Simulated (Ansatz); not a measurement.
PtW (rock salt, Fm-3m), PBEsol in the plane-wave PAW code Ansatz, all energies at zero smearing, with the estimated change up to a 700 eV cutoff added, with one set of potentials and settings (totals compare only within such a set). Cell of 2 atoms (1 Pt, 1 W): -22638.544 eV.

| element | reference phase | E (eV/atom) |
|---|---|---|
| Pt | Fm-3m, 1 atoms in the cell | -12383.8180 |
| W | Im-3m, 1 atoms in the cell | -10256.5620 |

Formation energy per atom, worked out: (-22638.544 − 1×(-12383.8180) − 1×(-10256.5620))/2 = 0.918 eV/atom (89 kJ per mol of atoms), at 0 K, without zero-point energy or fitted corrections.

The start of the workflow was typed in or built on a structure type; neither database checked (COD, Materials Project) lists it. Its standing as an ambient phase is unchecked. The PBEsol relaxation kept the symmetry of its start; whether a distortion lowers the energy is not shown. No spin polarisation was allowed. Its formation energy is positive at this level, so the cell may be metastable or incomplete. The references are the lowest solids computed at this level, not always the standard phases. Spin–orbit coupling is left out wherever it is not named.

Potentials: the later of the program's two PAW sets.
